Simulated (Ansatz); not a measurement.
Rb$_{2}$NiP$_{2}$:
```xyz
10
Lattice="3.2260 -6.8365 0.0000 3.2260 6.8365 0.0000 0.0000 0.0000 5.5920" Properties=species:S:1:pos:R:3 pbc="T T T"
Rb     3.2260    -3.9321     1.3980
Rb     3.2260     3.9321     4.1940
Rb     3.2260     1.2147     1.3980
Rb     3.2260    -1.2147     4.1940
Ni     0.0000     0.0000     0.0000
Ni     0.0000     0.0000     2.7960
P      5.3668    -1.3162     1.3980
P      1.0851     1.3162     4.1940
P      5.3668     1.3162     4.1940
P      1.0851    -1.3162     1.3980
```

Relaxed with LDA. Special points in fractions of this cell's reciprocal vectors: Γ (0.000, 0.000, 0.000); Y (-0.500, 0.500, 0.000); C0 (-0.306, 0.694, 0.000); Σ0 (0.306, 0.306, 0.000); Z (0.000, 0.000, 0.500); A0 (0.306, 0.306, 0.500); E0 (-0.306, 0.694, 0.500); T (-0.500, 0.500, 0.500); S (0.000, 0.500, 0.000); R (0.000, 0.500, 0.500).

**Question.** List the band energies nearest the valence-band maximum at these points for DFT-LDA in the program Ansatz with PAW potentials.

**Answer.** In eV from the valence-band maximum; about four levels below and three above (degenerate sets whole), none deeper than 8.9 eV; points with the same levels are listed once.

```tsv
k	below	above
Γ	-1.05 -1.02 -0.92 0.00	0.77 0.97 1.36
Y	-1.23 -1.01 -0.96 -0.03	1.27 1.45 1.59
C0	-1.23 -0.99 -0.69 -0.05	0.69 0.87 1.22
Z	-0.86 -0.86 -0.41 -0.41	1.38 1.38 2.05 2.05
A0	-0.72 -0.72 -0.62 -0.62	0.74 0.74 1.86 1.86
T	-0.72 -0.72 -0.41 -0.41	1.03 1.03 1.50 1.50
S	-1.23 -1.23 -0.99 -0.56 -0.06	0.65 0.67 1.11
R	-0.79 -0.79 -0.58 -0.58	0.79 0.79 1.91 1.91
```

Space group Cmcm. The first step of the workflow began from a Materials Project structure, measured or hypothetical; the Crystallography Open Database copy checked does not list it. Whether it is the stable phase at ambient conditions was not checked. Symmetry was held in the LDA relaxation; phonons on a q-mesh show no instability. The run is not spin-polarised. Scalar-relativistic: spin–orbit coupling is off unless named, which matters more the heavier the elements.

Potentials: the later of the program's two PAW sets.
